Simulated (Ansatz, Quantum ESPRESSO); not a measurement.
**SiO: programs and potentials compared**

```xyz
2
Lattice="0.0000 2.4336 2.4336 2.4336 0.0000 2.4336 2.4336 2.4336 0.0000" Properties=species:S:1:pos:R:3 pbc="T T T"
Si    3.6505    3.6505    3.6505
O     0.0000    0.0000    0.0000
```

The cell comes from a database or a generator and needn't be the stable form of this composition.

Alike in all runs: task band structure; functional PBE; k mesh 9 × 9 × 9; occupations fermi-dirac, width 0.05 eV; no spin polarisation; no spin-orbit coupling. Pressure is positive in compression and, in plane waves, holds the error of the finite cutoff, which Ansatz's Pulay term estimates and takes out.

| program and potentials | plane-wave cutoff (eV) | notes | pressure (GPa) |
| --- | --- | --- | --- |
| Ansatz, Ansatz PAW | 420 | Pulay term of +0.38 GPa included | -0.05 |
| Ansatz, Ansatz PAW (files of its older set among them) | 930 | - | -0.01 |
| Quantum ESPRESSO, SG15 PBE 1.2 | 1197 | - | 0.03 |
| Ansatz, PseudoDojo stringent (PBE files) | 1252 | - | -0.06 |
| Ansatz, SPMS NC | 1034 | Pulay term of +0.26 GPa included | -0.08 |
| Ansatz, Ansatz NC | 1240 | Pulay term of +0.03 GPa included | -0.04 |
| Ansatz, JTH PAW | 1380 | Pulay term of +0.02 GPa included | -0.23 |
| Ansatz, PseudoDojo standard (PBE files) | 1143 | Pulay term of +0.03 GPa included | -0.08 |

The pressure spans -0.23 (Ansatz, JTH PAW) to 0.03 GPa (Quantum ESPRESSO, SG15 PBE 1.2).

Differences between rows come from potentials, basis sets and numerical settings, since the functional is the same but for its coding. Runs on potential files found faulty are left out.
